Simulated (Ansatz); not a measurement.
RuF2, relaxed from a AuTe2-type start to space group P-3m1 (read at 0.02 Å)

Level of theory: DFT, PBEsol, scalar-relativistic, no spin polarisation; plane waves to 420 eV with PAW datasets (Ansatz 0.2.0), 12×12×8 k-mesh, Gaussian smearing of 0.05 eV. The datasets are Ansatz's generated set soft_2.

```yaml
crystal:
  lattice:
    - [2.78976, -1.61067, 0.00098]
    - [2.78976, 1.61067, 0.00098]
    - [-0.00137, 0.00000, 4.27200]
  atoms:
    - { symbol: Ru, position: [0.00000, 0.00000, 0.00000] }
    - { symbol: F, position: [0.66666, 0.66666, 0.22360] }
    - { symbol: F, position: [0.33334, 0.33334, 0.77640] }
```

The start was a prototype's sites filled with these elements, not a measured cell.

The cell is relaxed to zero pressure at this level.

The cell has space group P-3m1 (read at 0.01 Å). In it the stress is 0.00, 0.00, 0.03, 0.00, 0.00, 0.00 GPa and the largest force component 0.000 eV/Å. Each change below starts from this cell, without further relaxation. Stress is in GPa, positive in compression, in the order xx, yy, zz, yz, xz, xy; energies are counted from the cell above.

Problem. What happens when atom 1 (Ru) is moved by 0.05 Å along y?

Solution. The energy changes by 22.0 meV per cell, and the force on it along the shift is -0.884 eV/Å (−F/u = 17.68 eV/Å²). Stress: 0.20, 0.57, 0.34, 0.00, 0.16, 0.00.
| atom | Fx (eV/Å) | Fy | Fz |
| --- | --- | --- | --- |
| Ru1 | 0.000 | -0.884 | 0.000 |
| F2 | 0.020 | 0.442 | 0.040 |
| F3 | -0.020 | 0.442 | -0.040 |
In a harmonic crystal the energy would rise by −½F·u = ½ × 17.68 × 0.05² eV = 22.1 meV, which matches.

Problem. What stress follows from an engineering strain of 2 % in xx, atoms carried along?

Solution. -5.57, -2.22, -1.53, 0.00, 0.96, 0.00 GPa; the energy changes by 13.7 meV per cell. The gap on the mesh goes from 0.51 eV to 0.34 eV.
```tsv
atom	Fx (eV/Å)	Fy	Fz
Ru1	0.000	0.000	0.000
F2	0.121	0.000	-0.186
F3	-0.121	0.000	0.186
```
The change of the stress over the strain gives a clamped-atom stiffness of about 278 GPa for this component, a secant value that lies under the elastic constant in tension and over it in compression, by several per cent for each per cent of strain.
In a harmonic crystal the energy would rise by V(½Cε² − σ₀ε), with σ₀ the stress of the unstrained cell, = 13.3 meV, which matches.

Semilocal functionals underestimate band gaps, commonly by a third or more.
